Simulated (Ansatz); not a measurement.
**KF with a K vacancy: gradients before and after relaxing the atoms**

Start: a supercell of KF (rock salt type, Fm-3m) built from a Materials Project structure (computed, not necessarily an observed phase), with all atoms left at the host's positions.

Space group Fm-3m (No. 225); a = 15.9265 Å.

| site | Wyckoff | site symmetry | x | y | z |
| --- | --- | --- | --- | --- | --- |
| K1 | 48h | m.m2 | 0.1667 | 0.1667 | 0.0000 |
| K4 | 32f | .3m | 0.3333 | 0.1667 | 0.1667 |
| K14 | 24e | 4m.m | 0.5000 | 0.5000 | 0.3333 |
| F27 | 32f | .3m | 0.1667 | 0.1667 | 0.1667 |
| F29 | 24e | 4m.m | 0.5000 | 0.5000 | 0.1667 |
| F31 | 48i | m.m2 | 0.5000 | 0.3333 | 0.3333 |
| F40 | 4b | m-3m | 0.5000 | 0.5000 | 0.5000 |

One atom of each set is listed; the run and its k-mesh use a cell of 53 atoms with edges of 11.26, 11.26, 11.26 Å.

The numbers come from a DFT calculation in Ansatz (PBE, plane waves and PAW, scalar-relativistic, 420 eV cutoff, Γ-centred 2×2×2 k-points, Fermi–Dirac smearing 0.01 eV, cell charge -1).

The largest force at the start is 0.65 eV/Å. Relaxing the ions at fixed cell moves them by 0.183 Å at most (atom 35, F) and 0.075 Å rms.

```json
{"site": "K1", "moved (Å)": "0.083", "first shell before": "6 F at 2.65 Å", "first shell after": "6 F at 2.61–2.71 Å", "V_zz before (10²¹ V/m²)": "-0.60", "η before": "0.55"}
{"site": "K4", "moved (Å)": "0.003", "first shell before": "6 F at 2.65 Å", "first shell after": "6 F at 2.65 Å", "V_zz before (10²¹ V/m²)": "0.066", "η before": "0.00"}
{"site": "K14", "moved (Å)": "0.035", "first shell before": "6 F at 2.65 Å", "first shell after": "6 F at 2.51–2.66 Å", "V_zz before (10²¹ V/m²)": "-0.39", "η before": "0.00"}
{"site": "F27", "moved (Å)": "0.017", "first shell before": "6 K at 2.65 Å", "first shell after": "6 K at 2.65–2.67 Å", "V_zz before (10²¹ V/m²)": "-0.25", "η before": "0.00"}
{"site": "F29", "moved (Å)": "0.183", "first shell before": "5 K at 2.65 Å", "first shell after": "5 K at 2.51–2.61 Å", "V_zz before (10²¹ V/m²)": "-0.82", "η before": "0.00"}
{"site": "F31", "moved (Å)": "0.010", "first shell before": "6 K at 2.65 Å", "first shell after": "6 K at 2.65–2.71 Å", "V_zz before (10²¹ V/m²)": "-0.23", "η before": "0.70"}
```

**Question.** How do the gradients change?

**Answer.** 

```csv
site,V_zz after,η after,change of V_zz
K1,-0.58,0.73,–
K4,0.11,0.00,+0.04
K14,-1.22,0.00,-0.83
F27,0.039,0.00,+0.29
F29,-0.72,0.00,+0.10
F31,-0.15,0.89,+0.08
```

The largest change of V_zz along a kept axis is on K14, from -0.39 to -1.22. In per cent, |V_zz| changes by -12 on F (all sites that start above 0.5, bar those whose gradient vanishes or changes sign or whose main axis turns by over 40°). On F31 V_xx and V_yy change places (or their axes turn by over 50°), so the two values of η hide a larger change. V_zz changes sign on F27 (same axis). On K1 the largest principal value lies along another axis in the second run, so the two V_zz can't be compared directly. Sites without a gradient aren't listed.

The defect repeats with the cell of 53 atoms, so it feels its images: sites between two images don't show the values beside a lone defect, and zeros or small values of η there can come from the images' arrangement. A uniform background compensates the cell's charge.
Before: The neighbours have not yet relaxed around the defect (largest force 0.65 eV/Å), so a real crystal will differ.
